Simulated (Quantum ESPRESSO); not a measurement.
# Where does N sit best among Ge sites?

Calculated results; nothing here was measured. They come from pw.x of Quantum ESPRESSO 7.5, a plane-wave density functional program, with PseudoDojo standard norm-conserving files (v0.5 for PBE, v0.4.1 for LDA and PBEsol). The cells are made up: elements, strain and atom displacements were drawn at random, and nothing was relaxed. There is no spin polarisation, spin-orbit coupling or dispersion term.

The cell has 8 sites of a zincblende or diamond lattice. Sites 1 to 4 hold Si Ge Ge Ge; sites 5 to 8 hold X X X X. Cell vectors in Å: (5.502, 0.049, -0.037); (0.049, 5.584, 0.047); (-0.037, 0.047, 5.463). Settings: PBE, cutoff 1143 eV, 6 x 6 x 6 k mesh shifted by half a step, Fermi-Dirac smearing of 0.1 eV.

In each run one of the sites marked X holds N and the others hold Ge; cell and positions stay the same. E is the free energy of the cell.

```
site of the guest,first shell,mean distance (Å),E above the lowest (eV),P (GPa),force on the guest (eV/Å)
5,Ge3Si,2.388,0.121,0.70,0.323
6,Ge3Si,2.409,0.308,1.08,0.490
7,Ge3Si,2.369,0.000,0.39,0.565
8,Ge3Si,2.391,0.183,0.80,0.252
```

A rerun of one of these cells at 1437 eV and k mesh 8 x 8 x 8 moved values by no more than 0.009 eV in the cell's energy, 0.04 GPa in stress and 0.005 eV/Å in force.

## Reading the table

Site 7 is lowest, by 0.121 eV, over three times the rerun's bound. A straight line of energy against the mean distance has a slope of 7.8 ± 0.7 eV/Å, so the guest costs less on the tighter sites. The positions are random and not relaxed, so the differences hold for this frozen cell and are not site preferences of a real crystal.